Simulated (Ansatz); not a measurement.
Structures of Na3C2: which is lowest?

Plane-wave DFT in Ansatz with scalar-relativistic PAW potentials, cutoff 420 eV, Γ-centred meshes chosen by cell and gap, Gaussian smearing with energies taken to zero width. Every cell was relaxed (cell and atoms) in a run of its own, within the symmetry of its start. Functional: PBE.

Relaxed structures (starts from databases or built by putting these elements on another compound's sites):
A. R-3m, 5 atoms in the computed cell, a = 4.065 Å, c = 23.308 Å; sites (symmetry × multiplicity) Na -3m × 3 + 3m × 6, C 3m × 6; start: built
B. R-3c, 10 atoms in the computed cell, a = 6.592 Å, c = 17.466 Å; sites (symmetry × multiplicity) Na .2 × 18, C 3. × 12; start: built
C. P-3m1, 5 atoms in the computed cell, a = 4.277 Å, c = 6.323 Å; sites (symmetry × multiplicity) Na -3m. × 1 + 3m. × 2, C 3m. × 2; start: built

Task: Rank them by energy. Could pressure change the order?

Result:
```tsv
structure	group	E − E(lowest) (meV/atom)	V (Å³/atom)	gap on mesh (eV)
B	R-3c	0.0	21.91	0.00
C	P-3m1	6.2	20.03	0.00
A	R-3m	65	22.23	0.00
```

B is lowest, 6 meV/atom under C. C is denser by 1.88 Å³/atom, so pressure favours it: ΔE/ΔV, with ΔE in eV and 1 eV/Å³ = 160.2 GPa, gives about 0.5 GPa for equal enthalpy if both cells were rigid, a rough figure since the two compress differently. Other structures may lie lower than all of these, and vibrations aren't counted.

Magnetic cells started from one order each; another order can shift an energy by tens of meV per atom.